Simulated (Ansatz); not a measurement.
Ta₂F: rattling a relaxed structure

It was reached by relaxing an invented guess, and it needn't be the stable form of this composition.

The calculation used Ansatz, DFT PBE, scalar-relativistic, plane waves, PAW. Settings: cutoff 420 eV, Γ-centred mesh 10×10×4 on the computed 6-atom cell, Gaussian smearing of 0.10 eV; no spin polarisation.

The cell below (6 atoms, space group P4/nmm (No. 129)) is relaxed within its symmetry.

```
CELL_PARAMETERS angstrom
3.24228 0.00000 0.00000
0.00000 3.24228 0.00000
0.00000 0.00000 11.41065
ATOMIC_POSITIONS crystal
Ta 0.50000 0.00000 0.77624
Ta 0.00000 0.50000 0.92668
Ta 0.00000 0.50000 0.22376
Ta 0.50000 0.00000 0.07332
F 0.00000 0.50000 0.38767
F 0.50000 0.00000 0.61233
```

For the test a repeat of it with 12 atoms (edges 3.24, 6.48, 11.41 Å) was strained at random (σ = 1.5 % a component), the atoms were moved at random (σ = 0.10 Å), and all was relaxed again on a coarse 6×4×2 mesh (in the run’s order of axes) with 0.20 eV smearing, with no symmetry imposed.

Weakly bound directions are ill-defined at this level, which has no dispersion term. These runs have no spin–orbit coupling, which can matter for Ta.

Q: What happens?

A: It returns, within 1 meV/atom of the unmoved cell on that mesh and with the same symmetry when read at 0.1 Å (P-1 at 0.01 Å, so small strains and shifts remain). No instability shows in this cell; modes of other wave vectors, which need another repeat, aren't tested.
